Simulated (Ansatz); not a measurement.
HgTe (zinc blende, F-43m) at seven volumes, DFT-PBE in the program Ansatz with PAW potentials, scaled uniformly. One row is withheld.

```tsv
V (Å³/atom)	P (GPa)
33.462	4.12
34.565	2.48
35.669	1.13
36.772	0.00
37.875	-0.94
38.978	?
40.081	-2.35
```

Fit the shown pressures and predict the withheld one.

P = (3/2)B₀(x^(7/2) − x^(5/2))[1 + (3/4)(B′ − 4)(x − 1)] with x = (V₀/V)^(2/3). Least squares on the six rows gives V₀ = 36.771 Å³/atom, B₀ = 34.2 GPa, B′ = 5.22. At V = 38.978, x = 0.9619 and P = -1.71 GPa. The run itself gave -1.71 GPa.

The cell was relaxed with PBE under the symmetry of its start. Scalar-relativistic: spin–orbit coupling is off unless named, which matters more the heavier the elements.

Potentials: the earlier of the program's two PAW sets.
